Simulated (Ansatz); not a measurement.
According to PBE in the plane-wave PAW code Ansatz, Be in the fcc (Cu type) structure (Fm-3m) relaxes to a = 3.158 Å. Be has 12 nearest neighbours from 2.23 Å (cuboctahedral).

Electronic character: metallic (no gap).

An equation-of-state fit gives a bulk modulus of 121 GPa.

The start of the workflow was typed in or built on a structure type; neither database checked (COD, Materials Project) lists it. It is not the phase usual at ambient conditions (space group No. 194). Symmetry was held in the PBE relaxation; whether a distortion lowers the energy is not shown.

Potentials: the later of the program's two PAW sets.
